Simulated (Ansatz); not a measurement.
Here is the system:

Starting cell, HgTe (zinc blende):

```
HgTe
1.0
    0.00000     6.65066     6.65066
    3.32533     0.00000     3.32533
    3.32533     3.32533     0.00000
Te Hg
2 2
Direct
  0.37500   0.75000   0.75000
  0.87500   0.75000   0.75000
  0.00000   0.00000   0.00000
  0.50000   0.00000   0.00000
```

In this cell atom 2 (Te, nearest neighbour Hg at 2.880 Å; its periodic images, 4.7 Å or more away, move with it) is moved by s along Cartesian z, unit vector (0.000, 0.000, 1.000); all other atoms and the cell stay fixed.

The numbers are results of PBE (plane waves to 420 eV, PAW, scalar-relativistic; Ansatz, an electronic-structure program), not measurements. k mesh 5×10×10 (Γ-centred), Fermi-Dirac smearing 0.05 eV. E stands for the smeared free energy. With partly filled bands, energies and forces of such displacements shift with the k mesh and the smearing. At this level the bands of HgTe touch or barely overlap. HgTe was relaxed with its symmetry unable to fall. Spin-orbit coupling is left out, though Hg and Te are heavy. The relaxed volume of HgTe is well above the measured one; the method has no dispersion term. ΔE is measured from the undisplaced structure.

The scan covers s from -0.290 to 0.290 Å in 11 points.

Q: Is the energy the same for displacements of ±0.290 Å, and if not, which side lies higher?

A: Not even: the negative side lies higher at ±0.290 Å. With its periodic images moving along, the atom's site symmetry in this cell is 3m.

Q: What is the force constant k = d²E/ds² of this move at s = 0?

A: 3.84 eV/Å².

(A displaced cell: forces are minus the slopes of the energy, force constants its curvatures, and phonons follow from these.)
